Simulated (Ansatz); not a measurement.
**LaZr4O3: rattling a relaxed structure**

The structure comes from a proposed guess, relaxed at this level; another structure or a mixture of phases may lie lower.

All numbers below come from DFT PBE, scalar-relativistic, plane waves, PAW in Ansatz. Cutoff 420 eV; k points 12×12×4 on the computed 8-atom cell (Γ-centred); Gaussian smearing, width 0.10 eV; no spin polarisation.

The cell below (8 atoms, space group P-3m1 (No. 164)) is relaxed within its symmetry.

```
La Zr O
1.0
     3.32667    0.00000    0.00000
    -1.66334    2.88098    0.00000
     0.00000    0.00000   13.63515
La Zr O
1 4 3
Direct
  0.00000 0.00000 0.00000
  0.33333 0.66667 0.59570
  0.66667 0.33333 0.40430
  0.33333 0.66667 0.21542
  0.66667 0.33333 0.78458
  0.00000 0.00000 0.50000
  0.33333 0.66667 0.87840
  0.66667 0.33333 0.12160
```

For the test it was strained at random (σ = 1.5 % a component), the atoms were moved at random (σ = 0.10 Å), and all was relaxed again on a coarse 6×6×2 mesh (in the run’s order of axes) with 0.20 eV smearing, with no symmetry imposed.

An odd number of electrons in the primitive cell allows no gap without spin; a larger cell or a magnetic state could open one.

Question: What happens?

Answer: It returns, within 1 meV/atom of the unmoved cell on that mesh and with the same symmetry when read at 0.1 Å (C2/m at 0.01 Å, so small strains and shifts remain). So it is stable against the distortions that fit this cell and that this random move excites. Modes that don't fit the cell aren't tested.
